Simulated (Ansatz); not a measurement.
# TePt (P6_3/mmc), stationary points along a deformation path

All numbers below come from Ansatz, DFT PBEsol, scalar-relativistic, plane waves, PAW. The runs took a 420 eV cutoff, a Γ-centred 18×18×10 mesh and Gaussian smearing (0.15 eV). Spin–orbit coupling is left out, which can shift energies with elements as heavy as these. No spin polarisation. Energies are free energies at this smearing, counted from the undisturbed cell; pressure is positive in compression.

The starting cell (as given, not relaxed at this level; it stands at 11.6 GPa, and it needn't be the usual structure):

```
Te Pt
1.0
     4.11100    0.00000    0.00000
    -2.05550    3.56023    0.00000
     0.00000    0.00000    5.44600
Te Pt
2 2
Direct
  0.33333 0.66667 0.25000
  0.66667 0.33333 0.75000
  0.00000 0.00000 0.00000
  0.00000 0.00000 0.50000
```

At fixed volume and fractional coordinates, lengths along (0.000, 0.000, 1.000) are scaled against those across it; ρ is that ratio over its starting value. V = 19.927 Å³/atom. Δσ is the stress along the axis less the mean stress across it (compression positive).

| ρ | ΔE (meV/atom) | Δσ (GPa) | space group |
| --- | --- | --- | --- |
| 0.800 | 468.4 | 61.42 | P6_3/mmc |
| 0.850 | 218.5 | 38.73 | P6_3/mmc |
| 0.920 | 44.9 | 15.37 | P6_3/mmc |
| 0.960 | 8.0 | 5.92 | P6_3/mmc |
| 1.000 | 0.0 | -0.79 | P6_3/mmc |
| 1.050 | 14.2 | -5.82 | P6_3/mmc |
| 1.100 | 43.0 | -8.98 | P6_3/mmc |
| 1.200 | 116.3 | -9.25 | P6_3/mmc |
| 1.300 | 164.2 | -6.08 | P6_3/mmc |

How does the stress give the slope of the energy, and where is the energy stationary?

Along the path d ln(length) is 2/3 d ln ρ on the axis and −1/3 d ln ρ across it, so dE/d ln ρ = −(2/3) V Δσ: the energy falls with ρ where Δσ is positive. Δσ vanishes or changes sign between ρ = 0.960 and 1.000, a minimum (near 1.00 by linear interpolation). Pairs of stationary points between two samples would go unseen, and could change a minimum read from distant neighbours into a maximum.

Integrate that slope from ρ = 1 to 1.200 by the trapezoid rule.

With V/N in Å³ and 1 eV/Å³ = 160.2 GPa the slopes at ρ = 1.000, 1.050, 1.100, 1.200 are 66, 483, 745, 767 meV/atom per unit of ln ρ. The steps add 13.4 + 28.6 + 65.8 = 107.7 meV/atom, against 116.3 from the energies; the trapezoid rule misses the curvature of the slope within each step.

In a metal these slopes depend on the k mesh and the smearing.